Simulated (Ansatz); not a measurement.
**What internal relaxation does to the elastic constants of Ta3Ru**

Computed with DFT LDA, scalar-relativistic, plane waves, PAW (Ansatz 0.2.0). Cutoff 420 eV, 12×12×12 k-points (Γ-centred), Fermi-Dirac smearing of 0.15 eV. No spin polarisation.

Equilibrium structure at this level:
```xyz
4
Lattice="0.0000 3.1736 3.1736 3.1736 0.0000 3.1736 3.1736 3.1736 0.0000" Properties=species:S:1:pos:R:3 pbc="T T T"
Ta    1.5868    1.5868    1.5868
Ta    4.7604    4.7604    4.7604
Ta    3.1736    3.1736    3.1736
Ru    0.0000    0.0000    0.0000
```

In a metal, frequencies and elastic constants depend on the k mesh and the smearing, soft modes and shear constants most. Spin–orbit coupling is left out, which can shift energies with elements as heavy as these.

Clamped-ion constants (GPa, Voigt order; atoms follow the strain homogeneously):
C11 = 416.0, C12 = 173.1, C13 = 173.1, C22 = 416.0, C23 = 173.1, C33 = 416.0, C44 = 87.7, C55 = 87.7, C66 = 87.7 GPa; the others vanish.

What are the constants once the atoms relax in each strained cell?

## Answers

C11 = 416.0, C12 = 173.1, C13 = 173.1, C22 = 416.0, C23 = 173.1, C33 = 416.0, C44 = 86.5, C55 = 86.5, C66 = 86.5 GPa; the others vanish.
The Voigt shear modulus goes from 101.2 to 100.5 GPa and the Voigt bulk modulus doesn't change. Relaxation subtracts ΛᵀK⁻¹Λ/V, with Λ the forces that a strain puts on the atoms and K the zone-centre force constants. At a stable cell this can only lower the diagonal constants, and it acts only for strains that share their symmetry with an optical mode; elsewhere, and where the coupling is weak, the constants hardly move.